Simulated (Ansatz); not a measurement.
CuSe2:
```yaml
crystal:
  lattice:
    - [5.03288, 0.00000, 0.00000]
    - [0.00000, 6.18735, 0.00000]
    - [0.00000, 0.00000, 3.76813]
  atoms:
    - { symbol: Cu, position: [0.00000, 0.00000, 0.00000] }
    - { symbol: Cu, position: [0.50000, 0.50000, 0.50000] }
    - { symbol: Se, position: [0.18537, 0.38602, 0.00000] }
    - { symbol: Se, position: [0.81463, 0.61398, 0.00000] }
    - { symbol: Se, position: [0.68537, 0.11398, 0.50000] }
    - { symbol: Se, position: [0.31463, 0.88602, 0.50000] }
```

Relaxed with r²SCAN. Special points in fractions of this cell's reciprocal vectors: Γ (0.000, 0.000, 0.000); X (0.500, 0.000, 0.000); S (0.500, 0.500, 0.000); Y (0.000, 0.500, 0.000); Z (0.000, 0.000, 0.500); U (0.500, 0.000, 0.500); R (0.500, 0.500, 0.500); T (0.000, 0.500, 0.500).

Question: List the band energies nearest the Fermi level at these points for the program Ansatz at the r²SCAN level (PAW).

Answer: In eV from the Fermi level; about four levels below and three above (degenerate sets whole), none deeper than 8.9 eV; points with the same levels are listed once.

| k | below | above |
|---|---|---|
| Γ | -2.66 -2.56 -1.83 -1.63 | 0.82 0.84 1.11 |
| X | -1.29 -1.29 -0.29 -0.29 | 0.03 0.03 1.58 1.58 |
| S | -1.10 -1.10 -0.70 -0.70 | 2.49 2.49 4.54 4.54 |
| Y | -2.27 -2.27 -1.09 -1.09 | 0.99 0.99 1.45 1.45 |
| Z | -1.30 -1.30 -0.86 -0.86 | 1.70 1.70 3.80 3.80 |
| U | -2.57 -2.57 -1.54 -1.54 | 0.92 0.92 2.28 2.28 |
| R | -0.57 -0.57 -0.04 -0.04 | 1.40 1.40 5.03 5.03 |
| T | -2.12 -2.12 -0.61 -0.61 | 2.23 2.23 4.09 4.09 |

Space group Pnnm. The first step of the workflow began from a Materials Project structure, measured or hypothetical; the Crystallography Open Database files this formula in space group No. 58, but the cells were not matched. Whether it is the stable phase at ambient conditions was not checked. The r²SCAN relaxation kept the symmetry of its start; whether a distortion lowers the energy is not shown. No spin polarisation was allowed. Spin–orbit coupling is left out wherever it is not named.

Potentials: the later of the program's two PAW sets.
